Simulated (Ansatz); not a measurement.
MgB$_{2}$:
```xyz
3
Lattice="3.0602 0.0000 0.0000 -1.5301 2.6502 0.0000 0.0000 0.0000 3.5093" Properties=species:S:1:pos:R:3 pbc="T T T"
Mg     0.0000     0.0000     0.0000
B      1.5301     0.8834     1.7547
B      0.0000     1.7668     1.7547
```

Relaxed with PBEsol. Special points in fractions of this cell's reciprocal vectors: Γ (0.000, 0.000, 0.000); M (0.500, 0.000, 0.000); K (0.333, 0.333, 0.000); A (0.000, 0.000, 0.500); L (0.500, 0.000, 0.500); H (0.333, 0.333, 0.500).

Task: List the band energies nearest the Fermi level at these points for PBEsol in the plane-wave PAW code Ansatz.

Result: In eV from the Fermi level; about four levels below and three above (degenerate sets whole), none deeper than 8.9 eV; … stands for higher levels left out; points with the same levels are listed once.

```csv
k,below,above
Γ,-3.01,0.42 0.42 1.61
M,-8.54 -7.90 -2.17,0.19 3.10 3.93
K,-7.26 -7.26 -5.95,1.81 1.81 …
A,-7.54,0.79 0.79 6.73 6.73
L,-6.98 -3.60 -1.88 -1.32,5.85 …
H,-6.36 -6.36 -5.27 -2.03 -2.03,3.61 …
```

Space group P6/mmm. Symmetry was held in the PBEsol relaxation; of distortions, only those at the zone centre were tested.

Potentials: the later of the program's two PAW sets.
